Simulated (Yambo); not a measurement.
Yambo run on CsSrF₃ (cubic perovskite, space group Pm-3m, No. 221). The wavefunctions are PBEsol (pw.x of Quantum ESPRESSO, ONCV potentials, without SOC) ones on a 2×2×2 mesh (20 occupied bands); a = b = c = 4.7633 Å, α = β = γ = 90.00°.

Yambo input:

```
rim_cut
HF_and_locXC
RandQpts= 1000000
RandGvec= 1 Ry
EXXRLvcs= 84 Ry
VXCRLvcs= 336 Ry
% QPkrange
 1 | 1 | 20 | 21 |
 2 | 2 | 20 | 21 |
 3 | 3 | 20 | 21 |
 4 | 4 | 20 | 21 |
%
```

k points by index: 1 = Γ, 2 = X, 3 = M, 4 = R.

Table of the .hf output:

```
#    K-point    Band    Eo [eV]    Ehf [eV]    Vxc [eV]    Vnlxc [eV]
#
    1    20    0.000000    -7.654060    -22.22041    -29.87447
    1    21    6.264633    10.48307    -8.021487    -3.803048
    2    20    -0.014867    -7.646200    -22.17818    -29.80951
    2    21    7.891298    12.11238    -9.120402    -4.899323
    3    20    -0.015834    -7.718402    -21.74069    -29.44326
    3    21    8.171848    12.69110    -9.478045    -4.958790
    4    20    -0.007603    -7.720197    -21.77536    -29.48796
    4    21    8.477097    12.98854    -8.604638    -4.093193
```
Exchange alone, without screening.

Geometry of the Materials Project entry, not relaxed at this level.

The structure is a Materials Project entry; no match was found in the copy of COD used, and its stability was not checked.
